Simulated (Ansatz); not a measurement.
Level of theory: Ansatz 0.2.0, DFT PBE, scalar-relativistic, plane waves, PAW. Settings: cutoff 420 eV, Γ-centred meshes spaced at most about 0.3 Å⁻¹, and about 0.25 Å⁻¹ or finer for metals (2π included), Gaussian smearing. Collinear spin in cells that started with moments and kept them past the coarse steps, no spin elsewhere.

Temperature and zero-point effects are left out.

Two relaxed structures of Ti2Hg:

A. (site moments Ti 0.9 (×2) μB)

```xyz
3
Lattice="2.9222 0.0000 0.0000 0.0000 2.9222 0.0000 0.0000 0.0000 6.8943" Properties=species:S:1:pos:R:3 pbc="T T T"
Ti    1.4611    1.4611    2.1412
Ti    1.4611    1.4611    4.7531
Hg    0.0000    0.0000    0.0000
```

B. (site moments Ti 1.1, 1.3 μB)

```xyz
3
Lattice="0.0000 3.2011 3.2011 3.2011 0.0000 3.2011 3.2011 3.2011 0.0000" Properties=species:S:1:pos:R:3 pbc="T T T"
Ti    4.8017    4.8017    4.8017
Ti    3.2011    3.2011    3.2011
Hg    0.0000    0.0000    0.0000
```

**Question.** Which is lower in energy, and by how much?

**Answer.** A is lower, by 262 meV/atom. A has space group P4/mmm (No. 123), 19.6 Å³/atom and no gap on its mesh; B has space group F-43m (No. 216), 21.9 Å³/atom and no gap. Counting all near atoms (those within 1.25 times the shortest distance at each site; a plus sign parts nearer from farther groups; a slash parts the counts of unlike sites), A has Ti 1+8, Hg 12 and B has Ti 8/4+6, Hg 4+6. The denser one is the lower, and pressure would at first widen the difference. Even the lower one lies +0.33 eV/atom against the reference forms of the elements (uncorrected), so neither is stable at this level. In A, Ti is surrounded by 1 Ti at 2.61 Å, 4 Ti at 2.92 Å and 4 Hg at 2.98 Å; around Hg lie 4 Hg at 2.92 Å and 8 Ti at 2.98 Å. In B, around Ti on its first site lie 4 Hg at 2.77 Å and 4 Ti at 2.77 Å; around Ti on its second site lie 4 Ti at 2.77 Å and 6 Hg at 3.20 Å; Hg is surrounded by 4 Ti at 2.77 Å and 6 Ti at 3.20 Å. Both come from invented guesses.

Spin–orbit coupling, which can matter for Hg, is left out. Another magnetic order may lie lower. Cells relaxed within their symmetry can be saddle points.
